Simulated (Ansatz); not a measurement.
Start of a relaxation of NaZrO2:

```cif
data_structure
_symmetry_space_group_name_H-M 'P-3m1'
_symmetry_Int_Tables_number 164
_cell_length_a 4.0825
_cell_length_b 4.0825
_cell_length_c 4.6642
_cell_angle_alpha 90.000
_cell_angle_beta 90.000
_cell_angle_gamma 120.000
_cell_volume 67.32
loop_
_atom_site_label
_atom_site_type_symbol
_atom_site_symmetry_multiplicity
_atom_site_Wyckoff_symbol
_atom_site_fract_x
_atom_site_fract_y
_atom_site_fract_z
_atom_site_occupancy
Na1 Na 1 a 0.00000 0.00000 0.00000 1
Zr1 Zr 1 b 0.00000 0.00000 0.50000 1
O1 O 2 d 0.33333 0.66667 0.85768 1
```

Method: DFT PBE, scalar-relativistic, plane waves, PAW in Ansatz 0.2.0. Cutoff 420 eV, Gaussian smearing, Γ-centred meshes. Cell and atoms relax first on a coarse mesh and then on a finer one. In between, the cell is made exact in the group found at 0.06 Å. In metals the finer mesh still leaves noise of several meV/atom or more. The steps can't lower the symmetry of their start. No spin polarisation in the relaxation; trial moments died out in a coarse test.

A guess keeps its type if space group and coordination stay and the shape of the cell changes little (axis ratios within about 15 %, angles within 6°); the volume may change.

Question: Will the relaxed cell still be of the starting type?

Answer: It doesn't keep its type. The symmetry stays P-3m1 (No. 164). The volume per atom shrinks by 24.4 %, from 16.8 to 12.7 Å³. The shortest distance goes from 2.33 Å (Na–Zr) to 2.23 Å (Zr–O). The ratio c/a of the conventional cell changes by a factor of 1.67. Counting neighbours within 15 % of an atom's shortest distance, the start has Na 8, O 6, Zr 2 and the end Na 6, O 6, Zr 6. In detail, at the end around Na lie 6 O at 2.47 Å, 2 Zr at 2.99 Å and 6 Na at 3.14 Å; Zr has 6 O at 2.23 Å, 2 Na at 2.99 Å and 6 Zr at 3.14 Å; around O lie 3 Zr at 2.23 Å and 3 Na at 2.47 Å.

```
CELL_PARAMETERS angstrom
3.13567 0.00000 0.00000
-1.56784 2.71557 0.00000
0.00000 0.00000 5.97591
ATOMIC_POSITIONS crystal
Na 0.00000 0.00000 0.00000
Zr 0.00000 0.00000 0.50000
O 0.33333 0.66667 0.71763
O 0.66667 0.33333 0.28237
```

The last run used an 18×18×8 mesh (in the run's order of axes) for its 4-atom cell and Gaussian smearing of 0.10 eV. An odd number of electrons in the primitive cell allows no gap without spin; a larger cell or a magnetic state could open one. A structure relaxed within its symmetry needn't be a true minimum. Another cell of NaZrO2 relaxed alike, in P-4m2, lies 18 meV/atom lower, so this cell isn't the stable form at this level.
